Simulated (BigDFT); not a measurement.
Input and output of a self-consistent single point for Ge(Br)2 triplet (Br2Ge) (BigDFT).

Method: BigDFT with PBE, Daubechies wavelet basis, HGH (Krack) norm-conserving potentials made for PBE, isolated boundary conditions.

```xyz
3

Ge     0.0300     0.0180     1.0053
Br     1.0043    -1.5111    -0.5094
Br    -1.0343     1.4931    -0.4959
```
Charge 0, spin multiplicity 3.

Reference input (self-consistent single point, DFT, PBE, Daubechies wavelet basis, HGH (Krack) norm-conserving potentials made for PBE, isolated boundary conditions): basis = Daubechies wavelets; dft.hgrids = 0.45 bohr; dft.rmult = 5 8; dft.ixc = 11; dft.nspin = 2; dft.mpol = 2; potentials = built-in HGH-K PBE; boundary_conditions = free; dft.gnrm_cv = 1e-04; dft.itermax = 80; dft.idsx = 6; dft.nrepmax = 3. This run's input differs from it in these lines:

```diff
@@ -2,4 +2,4 @@
 dft:
-  hgrids: 0.45
-  rmult: [5, 8]
+  hgrids: 0.72
+  rmult: [3.5, 5]
   ixc: 11
```

Log, with long lists cut:

```
  #------------------------------------------------------------------- Self-Consistent Cycle
 Ground State Optimization:
 - Hamiltonian Optimization: &itrp001
   - Subspace Optimization: &itrep001-01
       Wavefunctions Iterations:
 iter:  1, EKS: -3.03607153666954019E+01, gnrm:  2.41E-01, D:  1.17E-01,
 iter:  2, EKS: -3.05897444352327028E+01, gnrm:  4.89E-02, D: -2.29E-01,
 iter:  3, EKS: -3.05996997445324972E+01, gnrm:  4.09E-02, D: -9.96E-03,
 iter:  4, EKS: -3.06052886196736793E+01, gnrm:  1.13E-02, D: -5.59E-03,
 iter:  5, EKS: -3.06069196334944138E+01, gnrm:  5.07E-03, D: -1.63E-03,
   [... lines left out ...]
 iter:  13, EKS: -3.06074895447539213E+01, gnrm:  3.02E-04, D: -4.27E-06,
 iter:  14, EKS: -3.06074914992210516E+01, gnrm:  3.52E-04, D: -1.95E-06,
 iter:  15, EKS: -3.06074942039337756E+01, gnrm:  2.00E-04, D: -2.70E-06,
 iter:  16, EKS: -3.06074960227340540E+01, gnrm:  1.83E-04, D: -1.82E-06,
 iter:  17, EKS: -3.06074969405136166E+01, gnrm:  1.19E-04, D: -9.18E-07,
 iter:  18, EKS: -3.06074977514287170E+01, gnrm:  1.40E-04, D: -8.11E-07,
 iter:  19, EKS: -3.06074980648354718E+01, gnrm:  9.39E-05, D: -3.13E-07,
       -  &FINAL001  { #---------------------------------------------------------- iter: 20
 iter:  20, EKS: -3.06074983272601528E+01, gnrm:  9.39E-05, D: -2.62E-07,  #FINAL
       Total magnetization             :  2.000000
        #Eigenvalues and New Occupation Numbers
       Orbitals: [
   [... 7 lines left out ...]
 Last Iteration                        : *FINAL001
  #---------------------------------------------------------------------- Forces Calculation
 Total electronic charge               :  17.999997977549
 Electric Dipole Moment (AU):
   P vector                            :  [ -9.577223E-02, -8.908250E-02, -1.612807E-01 ]
   norm(P)                             :  2.07652323E-01
 Electric Dipole Moment (Debye):
   P vector                            :  [ -2.434287E-01, -2.264251E-01, -4.099347E-01 ]
   norm(P)                             :  5.27799509E-01
 BigDFT infocode                       :  0
   [... lines left out ...]
 Atomic Forces (Ha/Bohr):
 -  {Ge: [ 1.533473616625E-03, -4.624578548086E-03, -3.823190695385E-02]} # 0001
 -  {Br: [-1.734487429437E-02,  2.686519462678E-02,  2.120397558388E-02]} # 0002
 -  {Br: [ 1.581140067775E-02, -2.224061607869E-02,  1.702793136998E-02]} # 0003
 Energy (Hartree)                      : -3.06074983272601528E+01
 Force Norm (Hartree/Bohr)             :  6.31838962575506091E-02
```

The run converged in 20 iterations. Against the reference run the free energy goes up by 1.06 eV/atom and the largest force goes from 0.661 to 1.982 eV/Å.

The grid can part forces that symmetry would make equal. Forces above 1 eV/Å remain at this geometry. This run is one point of a test of settings, so its values need not be converged; read them against the reference run alone. The geometry comes from a cheaper method or was typed, in some cases with atoms then moved at random; it is not relaxed at this level, and the species need not be a known compound. A coarse multiplier of 5 or less cuts the tails of heavy atoms' orbitals, which raises levels. The spin state was set by the input and need not be the ground state.

These are the values that this program gave, and no reference: the built-in potentials of some of these elements keep semicore shells in the core, which can shift energies, forces and lattice constants.
